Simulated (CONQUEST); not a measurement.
A self-consistent single point of SnO2 (P4_2/mnm, 6 atoms in the cell; from Materials Project mp-856, changed as shown) with CONQUEST.

All values come from this method and carry its errors: CONQUEST with PBE, numerical atomic orbitals double-zeta with polarisation (the shipped basis), PseudoDojo norm-conserving potentials made for PBE.

The change in words: volume scaled by 1.04. Reference geometry (P4_2/mnm):
```
SnO2
1.0
    4.76482     0.00000     0.00000
    0.00000     4.76482     0.00000
    0.00000     0.00000     3.20750
Sn O
2 4
Direct
  0.50000   0.50000   0.50000
  0.00000   0.00000   0.00000
  0.19403   0.80597   0.50000
  0.80597   0.19403   0.50000
  0.69403   0.69403   0.00000
  0.30597   0.30597   0.00000
```

Reference input (self-consistent single point, DFT, PBE, numerical atomic orbitals double-zeta with polarisation (the shipped basis), PseudoDojo norm-conserving potentials made for PBE): basis = DZP; Diag.MPMeshX, Y, Z = 4 4 6; potentials = PseudoDojo norm-conserving PBE; Grid.GridCutoff = 175 Ha; DM.SolutionMethod = diagon; Diag.SmearingType = 1; Diag.kT = 0.001837 Ha; Diag.GammaCentred = true; Diag.MPOrder = 0; minE.SCTolerance = 1.0e-07; SC.MaxIters = 100; SC.LinearMixingFactor = 0.5. This run's input differs from it in these lines:

```diff
@@ -33,5 +33,5 @@
 # file: coords.dat
-     9.004204833      0.000000000      0.000000000
-     0.000000000      9.004204833      0.000000000
-     0.000000000      0.000000000      6.061296545
+     9.122690661      0.000000000      0.000000000
+     0.000000000      9.122690661      0.000000000
+     0.000000000      0.000000000      6.141056215
 6
```

The program printed (abridged):

```
    PulayMixSC: Starting Pulay mixing, A_up =  0.500 A_dn =  0.500
    PulayMixSC: Spin non-polarised calculation.
    PulayMixSC: with Kerker preconditioning, q0 =  0.100
          Harris-Foulkes Energy            :      -223.927852723775231 Ha
    PulayMixSC: Pulay iteration     1 residual:              0.69048E-02
          Harris-Foulkes Energy            :      -223.729446744037460 Ha
    PulayMixSC: Pulay iteration     2 residual:              0.27932E-02
          Harris-Foulkes Energy            :      -223.718629311625733 Ha
    PulayMixSC: Pulay iteration     3 residual:              0.11588E-02
   [... lines left out ...]
          Harris-Foulkes Energy            :      -223.716077169642574 Ha
    PulayMixSC: Pulay iteration     6 residual:              0.12728E-04
          Harris-Foulkes Energy            :      -223.716076843818200 Ha
    PulayMixSC: Pulay iteration     7 residual:              0.55859E-06
          Harris-Foulkes Energy            :      -223.716076847362757 Ha
    PulayMixSC: Pulay iteration     8 residual:              0.30897E-06
          Harris-Foulkes Energy            :      -223.716076848939764 Ha
    PulayMixSC: Pulay iteration     9 residual:              0.41873E-07
    PulayMixSC: Reached SCF tolerance of  0.41873E-07 after      9 iterations
      | Number of electrons      =        52.000030
      |* Harris-Foulkes energy   =      -223.716076848939764 Ha
      |* DFT total energy        =      -223.716076848989530 Ha

    force: Forces on atoms (Ha/a0)
    force:  Atom   X              Y              Z
    force:     1   0.0000000000   0.0000000000   0.0000000000
    force:     2  -0.0000000000  -0.0000000000   0.0000000000
    force:     3  -0.0015425958   0.0015425958   0.0000000000
    force:     4   0.0015425958  -0.0015425958   0.0000000000
    force:     5  -0.0015425958  -0.0015425958  -0.0000000000
    force:     6   0.0015425958   0.0015425958  -0.0000000000

    force: Maximum force :        0.00154260(Ha/a0) on atom         6 in y direction
    force: Force Residual:        0.00178124 Ha/a0
    force: Total stress:         -3.84247599    -0.00000000     0.00000000 GPa
                            -0.00000000    -3.84247599     0.00000000
                             0.00000000     0.00000000    -6.23412491
    force: Average pressure:      4.63969229 GPa

    get_E_and_F: Change in energy during last step of electronic optimisation: -0.15770E-08
```

The run converged in 9 iterations. CONQUEST prints the stress tensor with tension positive. Against the reference run the free energy goes down by 26.5 meV/atom, the pressure goes from 13.01 to 4.64 GPa and the gap on the mesh goes from 0.800 to 0.372 eV.

The program uses no crystal symmetry, so grid and mesh can part values that symmetry would make equal. The atom-centred basis is finite, which shifts total energies, pressures, gaps and forces against plane waves. The structure comes from a collection of computed structures, made at another level of theory; the collection holds predicted forms beside known ones.

Cost on one core: very roughly 2.0 core-minutes.
